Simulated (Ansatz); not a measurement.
Run on fluorite Sn2Ir (111), 6 layers: DFT, LDA, all-electron LAPW, scalar-relativistic (Ansatz 0.2.0).

The slab is cut from a bulk crystal relaxed on PAW files (its atoms may have been relaxed since), whose type needn't be the stable one.

Command: `ansatz run input.yaml --threads 2 --pin off --max-ram 5120MiB --backend cpu --events-out ev --progress --plain --runs-dir out` It took 74 s on 2 threads of INTEL(R) XEON(R) PLATINUM 8581C CPU @ 2.30GHz (Emerald Rapids), on a shared host, peak memory 1.2 GiB.

```yaml
crystal:
  lattice:
    - [4.4575016955, 0.0, 0.0]
    - [-2.2287508478, 3.8603097057, 0.0]
    - [0.0, 0.0, 21.4593]
  atoms:
    - { symbol: Sn, position: [0.0, 0.0, 0.3727986854] }
    - { symbol: Ir, position: [0.333333333, 0.666666667, 0.4151991234] }
    - { symbol: Sn, position: [0.666666667, 0.333333333, 0.457599562] }
    - { symbol: Sn, position: [0.333333333, 0.666666667, 0.542400438] }
    - { symbol: Ir, position: [0.666666667, 0.333333333, 0.5848008766] }
    - { symbol: Sn, position: [0.0, 0.0, 0.6272013146] }
kpoints:
  mp_grid: { grid: [9, 9, 1] }
scf:
  occupations: { method: fermi_dirac, width: 0.08 }
hamiltonian:
  xc: lda
  pseudopotentials: { kind: all_electron, lapw: { basis_error: 0.001 } }
output:
  forces: true
  stress: true
  eigenvalues: true
  populations: true
  dos: { projected: true, de: 0.2, e_range: [-14, 8] }
efield:
  axis: 3
  amplitude: 0
  dipole_correction: true
```

Output:

```
Sn: projections on atomic orbitals take those of the free atom 1s2 2s2 2p6 3s2 3p6 3d10 4s2 4p6 4d10 5s2 5p2, of charge +0.00 (hamiltonian.pseudopotentials.projection_atoms)
Ir: projections on atomic orbitals take those of the free atom 1s2 2s2 2p6 3s2 3p6 3d10 4s2 4p6 4d10 4f14 5s2 5p6 5d7 6s2, of charge +0.00 (hamiltonian.pseudopotentials.projection_atoms)
LAPW: plane waves up to 8.517 Å⁻¹, error target 1.0e-3 eV per atom; small_component_spin mean_spin; Sn in spheres of 1.359 Å, 22 of its electrons in bands, Dirac shells []; Ir in spheres of 1.370 Å, 41 of its electrons in bands, Dirac shells [] (how accurate: hamiltonian.pseudopotentials.lapw.basis_error, Limitations)
Engine: ansatz 0.2.0
Pseudopotentials: kind: all_electron
Pseudopotential: Sn, LAPW, valence charge 22, lapw/all_electron/scalar/gaussian/Sn, Koelling and Harmon's equation, gaussian nucleus
Pseudopotential: Ir, LAPW, valence charge 41, lapw/all_electron/scalar/gaussian/Ir, Koelling and Harmon's equation, gaussian nucleus
Functional definition: SPW92
  exchange = slater_x
  correlation = pw_c
Crystal: 6 atoms, lattice volume = 369.257 Å³
Basis set: ecut = 276.37915834337184 eV, 3827 PW (Γ), exchange–correlation at level 2
Bands: 102, of which v1, the nominal top of the filled ones, is band 85 counted from 1 (84 counted from 0)
Symmetry: 6 space group operations
k-points: 12 of 81 (time reversal used)
Non-local potential: Sn, projectors of the file, none
Non-local potential: Ir, projectors of the file, none
Initial density: superposition of atomic densities (neutral atoms: chi_scale 0, normalization atom)
Initial wavefunctions: plane waves of lowest kinetic energy (no species holds an atomic orbital)
Functional: x = slater, c = lda
iter 1 solved again at ethr=5.98e-3 eV; its pass at ethr=1.00e-1 eV (dr2=1.02e1 eV) is discarded
SCF iter   1: F=—  HF=-1641290.828999 eV  |F-HF|=—  |Δ(HF+E_count)|=         —  Δρ=2.86e-2  dr2=1.02e1  ethr=5.98e-3  p=-0.000 e·Å  D=-3.17e-14 V/Å  ΔV_dip=0.00 eV  dr2_dipole=2.60e-12  V_vac-E_F(+/−)=6.67/6.67 eV  ⟨swp⟩=2.0  Hψ=7800  notcnv=0
efield: sawtooth ramp at fractional position 0.9500 (placed from the atoms, in the widest stretch of the axis that holds none; the zero of the levels goes with the place), width 0.1000; the density the first Hamiltonian is built on has a dipole p = 0.000 e·Å; the dipole correction subtracts the counter field D = 7.70e-14 V/Å, which shifts the + side's vacuum level by -0.00 eV against the − side's; the planar-averaged density in the ramp window peaks in size at 1.2e-6 e/Å³
preconditioner: auto → LDOS  [metal: Δε(μ)=0.137 eV  Ē_g=18.044 eV  σ=0.080 eV  W_gap=0.40  n_scr=94 (ndim 8)  ℏωp=16.6 eV  f_vac=0.614  D(μ)=2.43/eV (n_scr^D=6)  β→1.0]
SCF iter   2: F=—  HF=-1641290.369135 eV  |F-HF|=—  |Δ(HF+E_count)|=   4.60e-1  Δρ=2.55e-2  dr2=5.79e0  ethr=5.98e-3  p=-0.000 e·Å  D=-5.49e-7 V/Å  ΔV_dip=0.00 eV  dr2_dipole=1.04e-10  V_vac-E_F(+/−)=3.95/3.95 eV  ⟨swp⟩=3.0  Hψ=3882  notcnv=0
iter 3 solved again at ethr=8.88e-5 eV; its pass at ethr=3.40e-3 eV (dr2=1.51e-1 eV) is discarded
SCF iter   3: F=—  HF=-1641288.127685 eV  |F-HF|=—  |Δ(HF+E_count)|=    2.24e0  Δρ=3.89e-3  dr2=1.51e-1  ethr=8.88e-5  p=-0.000 e·Å  D=-1.89e-7 V/Å  ΔV_dip=0.00 eV  dr2_dipole=1.32e-14  V_vac-E_F(+/−)=4.98/4.98 eV  ⟨swp⟩=2.0  Hψ=6134  notcnv=0
SCF iter   4: F=—  HF=-1641288.082592 eV  |F-HF|=—  |Δ(HF+E_count)|=         —  Δρ=8.83e-4  dr2=7.13e-3  ethr=8.88e-5  p=-0.000 e·Å  D=-7.06e-8 V/Å  ΔV_dip=0.00 eV  dr2_dipole=2.31e-12  V_vac-E_F(+/−)=4.69/4.69 eV  ⟨swp⟩=2.1  Hψ=3566  notcnv=0
the basis was enlarged: its passes take 715.0 KiB over the memory plan, 2 of 2 planned eigensolver slots
SCF iter   5: F=—  HF=-1641288.073438 eV  |F-HF|=—  |Δ(HF+E_count)|=   9.15e-3  Δρ=4.95e-4  dr2=9.60e-4  ethr=4.20e-6  p=-0.000 e·Å  D=-7.82e-8 V/Å  ΔV_dip=0.00 eV  dr2_dipole=4.75e-14  V_vac-E_F(+/−)=4.61/4.61 eV  ⟨swp⟩=3.0  Hψ=3653  notcnv=0
SCF iter   6: F=—  HF=-1641288.073342 eV  |F-HF|=—  |Δ(HF+E_count)|=   9.58e-5  Δρ=1.04e-4  dr2=5.02e-5  ethr=5.65e-7  p=-0.000 e·Å  D=-4.53e-8 V/Å  ΔV_dip=0.00 eV  dr2_dipole=1.83e-13  V_vac-E_F(+/−)=4.59/4.59 eV  ⟨swp⟩=2.9  Hψ=3540  notcnv=0
SCF iter   7: F=—  HF=-1641288.073344 eV  |F-HF|=—  |Δ(HF+E_count)|=   2.11e-6  Δρ=1.71e-5  dr2=2.68e-6  ethr=2.95e-8  p=-0.000 e·Å  D=-1.43e-8 V/Å  ΔV_dip=0.00 eV  dr2_dipole=2.90e-15  V_vac-E_F(+/−)=4.59/4.59 eV  ⟨swp⟩=2.8  Hψ=3509  notcnv=0
SCF iter   8: F=—  HF=-1641288.073343 eV  |F-HF|=—  |Δ(HF+E_count)|=   9.94e-7  Δρ=5.89e-6  dr2=2.00e-7  ethr=1.58e-9  p=-0.000 e·Å  D=-8.99e-9 V/Å  ΔV_dip=0.00 eV  dr2_dipole=4.46e-15  V_vac-E_F(+/−)=4.59/4.59 eV  ⟨swp⟩=3.0  Hψ=3571  notcnv=0
SCF iter   9: F=-1641288.073344 eV  HF=-1641288.073344 eV  |F-HF|=1.61e-8  |Δ(HF+E_count)|=   1.48e-7  Δρ=1.72e-6  dr2=1.85e-8  ethr=1.17e-10  p=-0.000 e·Å  D=-3.62e-9 V/Å  ΔV_dip=0.00 eV  dr2_dipole=1.37e-15  V_vac-E_F(+/−)=4.59/4.59 eV  ⟨swp⟩=3.0  Hψ=3608  notcnv=0
[... lines left out ...]
  E_efield     = 0.000000  (sawtooth field / dipole correction)
  E_electrostatic = -3408539.077724  (all electrons and nuclei)
  E_smearing   = -0.065703  (= −TS)
  E_closure    = 0.000000  (closes the sum)
  E_atoms      = -1641248.844867  (free atoms, spherical and without spin; not in F)
  Σ components = -1641288.073344   (vs F -1641288.073344, Δ=0.00e0)
  Basis errors (estimates in eV, not in F): energy 4.2e-4 per atom: plane waves 3.8e-4 (2.2e-4 summed), levels above the bands 1.0e-40, relativity 8.6e-9, radial functions 3.5e-5, core shells 3.0e-7; eigenvalues (radial functions only) 1.1e-6; not estimated: angular momenta, meshes, grids; target (lapw.basis_error) 1.0e-3; muffin-tin radii Sn 1.359 Å, Ir 1.370 Å
--- Forces (eV/Å), atoms counted from 1 ---
  atom   1  Sn     0.00000000    -0.00000000     0.10026531
  atom   2  Ir     0.00000000     0.00000000     0.33889170
  atom   3  Sn    -0.00000000    -0.00000000    -0.01090969
  atom   4  Sn     0.00000000     0.00000000     0.01090965
  atom   5  Ir    -0.00000000     0.00000000    -0.33889170
  atom   6  Sn    -0.00000000    -0.00000000    -0.10026529
  max |Σ_I F_I| component: 2.02e-8 eV/Å
--- Stress (GPa, compression-positive) ---
       -2.466170      -0.000000      -0.000000
       -0.000000      -2.466170       0.000000
       -0.000000       0.000000      -0.763024
  P = ⅓ Tr σ = -1.8985 GPa (-18.985 kbar)
--- Band table (eV; the first three rows and the last of 12) ---
  k-point 0: bands = ["-280.4939", "-280.4939", "-280.4939", "-280.4939", "-280.4743", "-280.4743", "-280.4513", "-280.4513", "-280.4513", "-280.4513", "-125.5049", "-125.5046", "-125.3220", "-125.3220", "-88.2137", "-88.2137", "-81.4326", "-81.4305", "-81.4295", "-81.4295", "-81.4275", "-81.4275", "-81.3173", "-81.3173", "-81.2045", "-81.2045", "-81.2045", "-81.2045", "-52.6465", "-52.6465", "-52.6236", "-52.6236", "-52.6159", "-52.6159", "-52.6159", "-52.6159", "-52.5973", "-52.5973", "-52.5973", "-52.5973", "-52.5880", "-52.5880", "-45.0878", "-45.0878", "-45.0877", "-45.0877", "-45.0119", "-45.0111", "-18.0487", "-18.0487", "-17.9675", "-17.9610", "-17.9610", "-17.8758", "-17.8703", "-17.8703", "-17.8683", "-17.8683", "-17.7365", "-17.7291", "-17.6969", "-17.6969", "-17.6811", "-17.6811", "-17.6201", "-17.6201", "-17.5997", "-17.5997", "-7.7583", "-6.3752", "-3.5160", "-1.0775", "-0.7909", "-0.7909", "-0.4549", "-0.4549", "0.2905", "1.3132", "1.3132", "1.4184", "1.4184", "1.8989", "3.7339", "4.4390", "4.4390", "4.7560", "5.3778", "6.1507", "6.1507", "6.6175", "7.5945", "7.5945", "7.6097", "7.6240", "7.6240", "7.6470", "8.6166", "8.7876", "9.1280", "9.3144", "9.3144", "9.7531"]
  k-point 1: bands = ["-280.4939", "-280.4939", "-280.4939", "-280.4939", "-280.4743", "-280.4743", "-280.4513", "-280.4513", "-280.4513", "-280.4513", "-125.5049", "-125.5047", "-125.3220", "-125.3220", "-88.2137", "-88.2137", "-81.4326", "-81.4307", "-81.4296", "-81.4294", "-81.4275", "-81.4275", "-81.3173", "-81.3173", "-81.2045", "-81.2045", "-81.2045", "-81.2045", "-52.6465", "-52.6465", "-52.6236", "-52.6236", "-52.6159", "-52.6159", "-52.6159", "-52.6159", "-52.5973", "-52.5973", "-52.5973", "-52.5973", "-52.5880", "-52.5880", "-45.0879", "-45.0879", "-45.0878", "-45.0878", "-45.0118", "-45.0111", "-18.0469", "-18.0403", "-17.9665", "-17.9614", "-17.9574", "-17.8762", "-17.8730", "-17.8719", "-17.8678", "-17.8677", "-17.7355", "-17.7298", "-17.6989", "-17.6977", "-17.6830", "-17.6814", "-17.6224", "-17.6203", "-17.6051", "-17.5997", "-7.6201", "-6.2291", "-3.5047", "-1.7620", "-0.7364", "-0.6009", "-0.3545", "-0.2045", "0.3734", "1.1309", "1.1971", "1.4480", "1.4667", "1.7777", "3.2685", "4.1075", "4.4462", "4.8313", "5.0157", "5.4135", "5.6225", "7.0039", "7.2237", "7.6778", "7.7201", "7.9306", "7.9868", "8.0219", "8.4390", "8.9624", "9.2712", "9.5378", "9.7327", "9.9784"]
  k-point 2: bands = ["-280.4939", "-280.4939", "-280.4939", "-280.4939", "-280.4743", "-280.4743", "-280.4513", "-280.4513", "-280.4513", "-280.4513", "-125.5049", "-125.5047", "-125.3220", "-125.3220", "-88.2137", "-88.2137", "-81.4325", "-81.4311", "-81.4296", "-81.4290", "-81.4275", "-81.4274", "-81.3173", "-81.3173", "-81.2045", "-81.2045", "-81.2045", "-81.2045", "-52.6465", "-52.6465", "-52.6236", "-52.6236", "-52.6159", "-52.6159", "-52.6159", "-52.6159", "-52.5973", "-52.5973", "-52.5973", "-52.5973", "-52.5880", "-52.5880", "-45.0883", "-45.0882", "-45.0878", "-45.0878", "-45.0117", "-45.0111", "-18.0425", "-18.0168", "-17.9716", "-17.9527", "-17.9471", "-17.8812", "-17.8769", "-17.8760", "-17.8682", "-17.8660", "-17.7341", "-17.7316", "-17.7047", "-17.6994", "-17.6900", "-17.6826", "-17.6284", "-17.6205", "-17.6174", "-17.5996", "-7.2135", "-5.8045", "-3.5214", "-2.5828", "-0.8499", "-0.5799", "-0.0717", "0.1182", "0.3632", "0.8860", "1.0236", "1.2979", "1.4350", "1.8082", "2.6153", "3.1733", "3.3775", "4.5537", "4.6311", "5.0919", "5.7490", "6.4589", "7.3150", "7.6946", "7.9765", "8.1473", "8.3565", "8.6345", "8.9703", "9.0438", "9.4980", "9.9981", "10.5577", "10.6954"]
  k-point 11: bands = ["-280.4939", "-280.4939", "-280.4939", "-280.4939", "-280.4743", "-280.4743", "-280.4513", "-280.4513", "-280.4513", "-280.4513", "-125.5048", "-125.5048", "-125.3220", "-125.3220", "-88.2137", "-88.2137", "-81.4320", "-81.4320", "-81.4298", "-81.4280", "-81.4280", "-81.4273", "-81.3173", "-81.3173", "-81.2045", "-81.2045", "-81.2044", "-81.2044", "-52.6465", "-52.6465", "-52.6237", "-52.6237", "-52.6159", "-52.6159", "-52.6159", "-52.6159", "-52.5973", "-52.5973", "-52.5973", "-52.5973", "-52.5880", "-52.5880", "-45.0886", "-45.0885", "-45.0885", "-45.0885", "-45.0112", "-45.0112", "-18.0076", "-17.9508", "-17.9508", "-17.9405", "-17.9397", "-17.9397", "-17.8889", "-17.8844", "-17.8844", "-17.8069", "-17.7374", "-17.7370", "-17.7191", "-17.7191", "-17.6998", "-17.6998", "-17.6419", "-17.6419", "-17.6147", "-17.6147", "-4.7976", "-4.7976", "-4.0770", "-3.8884", "-1.4725", "-1.4725", "-0.9969", "0.0910", "0.0910", "0.8309", "0.9504", "0.9504", "1.4061", "1.5829", "1.7437", "1.7437", "3.4416", "3.4416", "3.8215", "4.0256", "6.5167", "6.5167", "7.1685", "8.9644", "8.9644", "9.4368", "9.4368", "10.0622", "10.1202", "10.3918", "10.3918", "10.8974", "10.8974", "10.9758"]
--- Löwdin populations: 6 sites ---
  site symbol       q [e]
     0     Sn     49.9948
     1     Ir     76.9149
     2     Sn     49.8857
     3     Sn     49.8857
     4     Ir     76.9149
     5     Sn     49.9948
  spilling = 0.001156 (of n_electrons = 354.000000)
```

populations.tsv:

```
# site	symbol	l	j	q
# orbitals = lowdin
# n_electrons = 354.000000
# spilling = 0.001156
# projection_atom_Sn: 1s2 2s2 2p6 3s2 3p6 3d10 4s2 4p6 4d10 5s2 5p2
# projection_atom_Ir: 1s2 2s2 2p6 3s2 3p6 3d10 4s2 4p6 4d10 4f14 5s2 5p6 5d7 6s2
0	Sn	0_1S	-	1.999999
0	Sn	0_2S	-	1.999971
0	Sn	0_3S	-	1.999551
0	Sn	0_4S	-	1.994060
0	Sn	0_5S	-	1.651083
0	Sn	1_2P	-	5.999999
0	Sn	1_3P	-	5.999955
0	Sn	1_4P	-	5.997247
0	Sn	1_5P	-	2.358775
0	Sn	2_3D	-	9.999986
0	Sn	2_4D	-	9.994192
1	Ir	0_1S	-	1.999999
1	Ir	0_2S	-	1.999977
1	Ir	0_3S	-	1.999723
1	Ir	0_4S	-	1.997221
1	Ir	0_5S	-	1.963843
1	Ir	0_6S	-	0.742704
1	Ir	1_2P	-	6.000000
1	Ir	1_3P	-	5.999995
1	Ir	1_4P	-	5.999882
1	Ir	1_5P	-	5.988006
1	Ir	2_3D	-	9.999998
1	Ir	2_4D	-	9.999968
1	Ir	2_5D	-	8.223675
1	Ir	3_4F	-	13.999934
2	Sn	0_1S	-	1.999998
2	Sn	0_2S	-	1.999955
2	Sn	0_3S	-	1.999298
2	Sn	0_4S	-	1.990687
2	Sn	0_5S	-	1.407927
2	Sn	1_2P	-	5.999999
2	Sn	1_3P	-	5.999934
2	Sn	1_4P	-	5.995245
2	Sn	1_5P	-	2.499824
2	Sn	2_3D	-	9.999986
2	Sn	2_4D	-	9.992808
3	Sn	0_1S	-	1.999998
3	Sn	0_2S	-	1.999955
3	Sn	0_3S	-	1.999298
3	Sn	0_4S	-	1.990687
3	Sn	0_5S	-	1.407927
3	Sn	1_2P	-	5.999999
3	Sn	1_3P	-	5.999934
3	Sn	1_4P	-	5.995245
3	Sn	1_5P	-	2.499824
3	Sn	2_3D	-	9.999986
3	Sn	2_4D	-	9.992808
4	Ir	0_1S	-	1.999999
4	Ir	0_2S	-	1.999977
4	Ir	0_3S	-	1.999723
4	Ir	0_4S	-	1.997221
4	Ir	0_5S	-	1.963843
4	Ir	0_6S	-	0.742704
4	Ir	1_2P	-	6.000000
4	Ir	1_3P	-	5.999995
4	Ir	1_4P	-	5.999882
4	Ir	1_5P	-	5.988006
4	Ir	2_3D	-	9.999998
4	Ir	2_4D	-	9.999968
4	Ir	2_5D	-	8.223675
4	Ir	3_4F	-	13.999934
5	Sn	0_1S	-	1.999999
5	Sn	0_2S	-	1.999971
5	Sn	0_3S	-	1.999551
5	Sn	0_4S	-	1.994060
5	Sn	0_5S	-	1.651083
5	Sn	1_2P	-	5.999999
5	Sn	1_3P	-	5.999955
5	Sn	1_4P	-	5.997247
5	Sn	1_5P	-	2.358775
5	Sn	2_3D	-	9.999986
5	Sn	2_4D	-	9.994192
```

Next run (atoms relaxed), as changes to the input before:

```diff
   atoms:
-    - { symbol: Sn, position: [0.0, 0.0, 0.3727986854] }
-    - { symbol: Ir, position: [0.333333333, 0.666666667, 0.4151991234] }
-    - { symbol: Sn, position: [0.666666667, 0.333333333, 0.457599562] }
-    - { symbol: Sn, position: [0.333333333, 0.666666667, 0.542400438] }
-    - { symbol: Ir, position: [0.666666667, 0.333333333, 0.5848008766] }
-    - { symbol: Sn, position: [0.0, 0.0, 0.6272013146] }
+    - { symbol: Sn, position: [0.0, 0.0, 0.3747709475] }
+    - { symbol: Ir, position: [0.3333333333, 0.6666666667, 0.4176708308] }
+    - { symbol: Sn, position: [0.6666666667, 0.3333333333, 0.4573669373] }
+    - { symbol: Sn, position: [0.3333333333, 0.6666666667, 0.5426330628] }
+    - { symbol: Ir, position: [0.6666666667, 0.3333333333, 0.582329169] }
+    - { symbol: Sn, position: [0.0, 0.0, 0.6252290526] }
 kpoints:
   eigenvalues: true
-  populations: true
-  dos: { projected: true, de: 0.2, e_range: [-14, 8] }
+relax:
+  f_tol: 0.01
+  max_steps: 12
 efield:
```

Results part of the output:

```
SCF converged after 2 iterations
Free energy (F): -1641288.096040 eV
Harris-Foulkes:  -1641288.096041 eV  (|F-HF|=5.89e-8)
Internal energy: -1641288.032308 eV  (E = F + TS)
E sigma→0 (E₀):  -1641288.064174 eV
Entropy (-TS):   -0.063733 eV (-10.622 meV/atom)
Fermi energy:    3.280772 eV
Dipole field:    D = -0.000000 V/Å  (p = -0.000000 e·Å, saw-weighted, corrected)
Work function:   Φ+ = 4.5915 eV   Φ− = 4.5915 eV
Levels:          The Fermi level and band energies are counted from a zero that moves with the ramp; work functions are not
--- Per-component energies (eV) ---
[... lines left out ...]
  k-point 2: bands = ["-280.5074", "-280.5074", "-280.5074", "-280.5074", "-280.4938", "-280.4938", "-280.4665", "-280.4665", "-280.4665", "-280.4665", "-125.4971", "-125.4968", "-125.3345", "-125.3345", "-88.2361", "-88.2361", "-81.4262", "-81.4247", "-81.4231", "-81.4225", "-81.4210", "-81.4209", "-81.3259", "-81.3259", "-81.2192", "-81.2192", "-81.2192", "-81.2192", "-52.6623", "-52.6623", "-52.6382", "-52.6382", "-52.6321", "-52.6321", "-52.6321", "-52.6321", "-52.6134", "-52.6134", "-52.6134", "-52.6134", "-52.6065", "-52.6065", "-45.1156", "-45.1155", "-45.1151", "-45.1150", "-45.0420", "-45.0413", "-18.0486", "-18.0215", "-17.9759", "-17.9577", "-17.9484", "-17.8882", "-17.8839", "-17.8795", "-17.8785", "-17.8770", "-17.7428", "-17.7401", "-17.7139", "-17.7094", "-17.6980", "-17.6935", "-17.6436", "-17.6343", "-17.6291", "-17.6070", "-7.3094", "-5.8859", "-3.5114", "-2.6525", "-0.9224", "-0.6782", "-0.1461", "0.0650", "0.3074", "0.8521", "0.9759", "1.2697", "1.3975", "1.7939", "2.6315", "3.1702", "3.3325", "4.5918", "4.5970", "5.1347", "5.6914", "6.5484", "7.3399", "7.7019", "8.0549", "8.1459", "8.3911", "8.6942", "9.0118", "9.0646", "9.5071", "9.9974", "10.5781", "10.6464"]
  k-point 11: bands = ["-280.5074", "-280.5074", "-280.5074", "-280.5074", "-280.4938", "-280.4938", "-280.4665", "-280.4665", "-280.4665", "-280.4665", "-125.4970", "-125.4970", "-125.3345", "-125.3345", "-88.2361", "-88.2361", "-81.4257", "-81.4257", "-81.4232", "-81.4215", "-81.4215", "-81.4208", "-81.3259", "-81.3259", "-81.2192", "-81.2192", "-81.2191", "-81.2191", "-52.6623", "-52.6623", "-52.6382", "-52.6382", "-52.6321", "-52.6321", "-52.6321", "-52.6321", "-52.6134", "-52.6134", "-52.6134", "-52.6134", "-52.6065", "-52.6065", "-45.1158", "-45.1158", "-45.1158", "-45.1156", "-45.0415", "-45.0415", "-18.0087", "-17.9564", "-17.9564", "-17.9457", "-17.9457", "-17.9430", "-17.8912", "-17.8906", "-17.8906", "-17.8088", "-17.7466", "-17.7459", "-17.7313", "-17.7313", "-17.7105", "-17.7105", "-17.6603", "-17.6603", "-17.6263", "-17.6263", "-4.8787", "-4.8787", "-4.1367", "-3.9305", "-1.5569", "-1.5569", "-1.0382", "0.0099", "0.0099", "0.8533", "0.9257", "0.9257", "1.3377", "1.5290", "1.7132", "1.7132", "3.5020", "3.5020", "3.7859", "3.9648", "6.6186", "6.6186", "7.3638", "9.0013", "9.0013", "9.5075", "9.5075", "10.0978", "10.1135", "10.3872", "10.3872", "10.8928", "10.8928", "10.9919"]
--- Relaxed structure (2 steps of the walk, 2 accepted, 0 SCFs on fresh bases) ---
  F+E_penalty+E_count = -1641288.09604049 eV   max|allowed force component| = 1.751e-3 eV/Å
  atoms:
    - { symbol: Sn, position: [0.0, 0.0, 0.37477094750000006] }
    - { symbol: Ir, position: [0.3333333333333333, 0.6666666666666666, 0.41767083079999995] }
    - { symbol: Sn, position: [0.6666666666666667, 0.3333333333333333, 0.4573669373] }
    - { symbol: Sn, position: [0.3333333333333333, 0.6666666666666666, 0.5426330628] }
    - { symbol: Ir, position: [0.6666666666666667, 0.3333333333333333, 0.582329169] }
    - { symbol: Sn, position: [0.0, 0.0, 0.6252290526] }
```

Spin–orbit coupling is left out, which matters for the heavy atoms.
